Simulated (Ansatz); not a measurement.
AlGa$_{3}$N$_{4}$:
```xyz
8
Lattice="4.4270 0.0000 0.0000 0.0000 4.4270 0.0000 0.0000 0.0000 4.4270" Properties=species:S:1:pos:R:3 pbc="T T T"
Al     0.0000     0.0000     0.0000
Ga     2.2135     2.2135     0.0000
Ga     0.0000     2.2135     2.2135
Ga     2.2135     0.0000     2.2135
N      3.3416     3.3416     1.0854
N      3.3416     1.0854     3.3416
N      1.0854     1.0854     1.0854
N      1.0854     3.3416     3.3416
```

x, y and z are the axes in which the lattice vectors are written.

Question: Give the proper piezoelectric stress tensor with relaxed ions from plane-wave PAW LDA (Ansatz code).

Answer: In C/m², rows x, y, z, Voigt columns; mesh uncertainty up to 0.01.
```
0.00  0.00  0.00  0.47  0.00  0.00
0.00  0.00  0.00  0.00  0.47  0.00
0.00  0.00  0.00  0.00  0.00  0.47
```

The elastic tensor of the same run (GPa):

```json
[
 {"": "1", "1": "292", "2": "161", "3": "161", "4": "0.0", "5": "0.0", "6": "0.0"},
 {"": "2", "1": "161", "2": "292", "3": "161", "4": "0.0", "5": "0.0", "6": "0.0"},
 {"": "3", "1": "161", "2": "161", "3": "292", "4": "0.0", "5": "0.0", "6": "0.0"},
 {"": "4", "1": "0.0", "2": "0.0", "3": "0.0", "4": "166", "5": "0.0", "6": "0.0"},
 {"": "5", "1": "0.0", "2": "0.0", "3": "0.0", "4": "0.0", "5": "166", "6": "0.0"},
 {"": "6", "1": "0.0", "2": "0.0", "3": "0.0", "4": "0.0", "5": "0.0", "6": "166"}
]
```

Question: Convert to strain constants d = e·S.

Answer: In pC/N:
```
0.0  0.0  0.0  2.9  0.0  0.0
0.0  0.0  0.0  0.0  2.9  0.0
0.0  0.0  0.0  0.0  0.0  2.9
```

Space group P-43m. The workflow started from a Materials Project entry (that database holds measured and hypothetical structures alike); the Crystallography Open Database copy checked does not list it. With Al and Ga taken as one species the cell has the higher symmetry F-43m, so it may be an ordered model of a mixed-site phase. Whether it is the stable phase at ambient conditions was not checked. The LDA relaxation kept the symmetry of its start; phonons on a q-mesh show no instability.

Potentials: the later of the program's two PAW sets.
